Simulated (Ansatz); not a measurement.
Computed properties of CoBi$_{3}$

CoBi₃:
```
CoBi3
1.0
    4.75025     0.00000     0.00000
    0.00000     4.75025     0.00000
    0.00000     0.00000     4.75025
Bi Co
3 1
Cartesian
  0.00000   2.37512   2.37512
  2.37512   2.37512   0.00000
  2.37512   0.00000   2.37512
  0.00000   0.00000   0.00000
```
The run is spin-polarised; directions of the spins, atom by atom: 0 0 0 ↑.

Space group Pm-3m (No. 221), Cu3Au type; conventional cell a = b = c = 4.7502 Å, α = β = γ = 90.00°.

Method: PBE in the plane-wave PAW code Ansatz. Structure relaxed to zero pressure with the same functional. Other levels are named where they apply.

Cell and energy:

```yaml
volume_per_atom: 26.80 Å³
density: 10.63 g/cm³
Formation energy from the elements (no fitted shifts): 0.61 eV/atom
```

Electronic structure:

```yaml
electronic_character: metallic (no gap)
Density of states at the Fermi level: 1.0 states/eV per atom (mean over ±0.08 eV)
```

Magnetism:

```yaml
magnetic_order: ferromagnetic
net_moment: 0.39 μB per atom
```

A made-up cell: these elements were put on the sites of a structure type; neither database checked (COD, Materials Project) lists it. Its standing as an ambient phase is unchecked. The cell was relaxed with PBE under the symmetry of its start; whether a distortion lowers the energy is not shown. The final state is ferromagnetic, the only order run, not a proven ground state. The cell computed holds one magnetic atom, so no antiferromagnetic order was within reach. Other orbital occupations within this spin state were not tried. The references are the lowest solids computed at this level, not always the standard phases. Scalar-relativistic: spin–orbit coupling is off unless named, which matters more the heavier the elements.

Potentials: the earlier of the program's two PAW sets.
